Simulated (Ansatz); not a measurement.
System: As$_{2}$O (cadmium iodide prototype, strained and with displaced atoms), 3 atoms in the cell.

The calculation used PBE, plane waves, PAW datasets (generated soft set 1) in Ansatz 0.2.0 development build.

Cutoff 600 eV; k-mesh 3×3×1 Γ-centred; Fermi–Dirac smearing of 0.15 eV; no spin polarisation.

```
O As
1.0
     3.04570   -0.01452   -0.01861
    -1.53542    2.57209    0.01697
    -0.03039    0.01445    4.58862
O As
1 2
Direct
  0.94408 0.75650 0.09446
  0.26535 0.43847 0.33234
  0.58964 0.07327 0.75573
```

Question: Is the cell under compression or tension, and by how much?

Answer: The pressure is 47.39 GPa, so at these settings the cell is compressed and would expand.

Question: Which atom feels the largest force? Give all forces.

Answer: As2, 0.935 eV/Å.

```
atom  Fx (eV/Å)  Fy (eV/Å)  Fz (eV/Å)
  O1      0.728     -0.434      0.036
 As2     -0.700      0.329     -0.526
 As3     -0.028      0.105      0.490
```

The stress includes the program's correction for the finite plane-wave basis.

The k-mesh is coarse, so these values belong to this mesh and can lie far from the converged ones. The elements were drawn onto a prototype; most such cells aren't known phases.
